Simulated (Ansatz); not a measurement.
Cu₂Sb:
```
CELL_PARAMETERS angstrom
      3.99936     0.00000     0.00000
      0.00000     3.99936     0.00000
      0.00000     0.00000     6.06057
ATOMIC_POSITIONS crystal
  Cu 0.00000 0.00000 0.00000
  Cu 0.50000 0.50000 0.00000
  Cu 0.50000 0.00000 0.26556
  Cu 0.00000 0.50000 0.73444
  Sb 0.50000 0.00000 0.70224
  Sb 0.00000 0.50000 0.29776
```

Relaxed with r²SCAN.

### Question
Give the Bader charges and basin volumes of the independent atoms, r²SCAN in the plane-wave PAW code Ansatz.

### Answer


```tsv
atom	Bader charge (e)	Bader volume (Å³)
Cu1	-0.01	12.1
Cu3	+0.03	13.3
Sb5	-0.02	23.1
```

Space group P4/nmm. The workflow started from a Materials Project entry (that database holds measured and hypothetical structures alike); the Crystallography Open Database files this formula in space group No. 129, but the cells were not matched. Whether it is the stable phase at ambient conditions was not checked. The cell was relaxed with r²SCAN under the symmetry of its start; its stability against distortions is not shown here. The run is not spin-polarised. Scalar-relativistic: spin–orbit coupling is off unless named, which matters more the heavier the elements.

Potentials: the later of the program's two PAW sets.
